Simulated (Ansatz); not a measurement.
Li:
```
CELL_PARAMETERS angstrom
      3.08718     0.00000     0.00000
     -1.54359     2.67357     0.00000
      0.00000     0.00000    10.12343
ATOMIC_POSITIONS crystal
  Li 0.00000 0.00000 0.00000
  Li 0.00000 0.00000 0.50000
  Li 0.33333 0.66667 0.25000
  Li 0.66667 0.33333 0.75000
```

Relaxed with r²SCAN+D4. Special points in fractions of this cell's reciprocal vectors: Γ (0.000, 0.000, 0.000); M (0.500, 0.000, 0.000); K (0.333, 0.333, 0.000); A (0.000, 0.000, 0.500); L (0.500, 0.000, 0.500); H (0.333, 0.333, 0.500).

**Question.** List the band energies nearest the Fermi level at these points for the program Ansatz at the r²SCAN+D4 level (PAW).

**Answer.** In eV from the Fermi level; about four levels below and three above (degenerate sets whole), none deeper than 8.9 eV; points with the same levels are listed once.

```
k                    below                  above
-  -----------------------  ---------------------
Γ  -3.89 -2.68 -2.68 -0.01         2.97 8.41 8.41
M                    -0.03         0.53 0.77 1.36
K                        –         1.69 1.69 2.34
A  -3.59 -3.59 -1.23 -1.23  4.89 4.89 12.56 12.56
L                        –    0.16 0.16 1.12 1.12
H                        –    1.68 1.68 2.36 2.36
```

Space group P6_3/mmc (dhcp (α-La type)). The workflow started from a Materials Project entry (that database holds measured and hypothetical structures alike); the Crystallography Open Database files this formula in space group No. 194, but the cells were not matched. It is not the phase usual at ambient conditions (space group No. 229). The cell was relaxed with r²SCAN+D4 under the symmetry of its start; whether a distortion lowers the energy is not shown. The pairwise dispersion correction was not fitted to metals.

Potentials: the later of the program's two PAW sets.
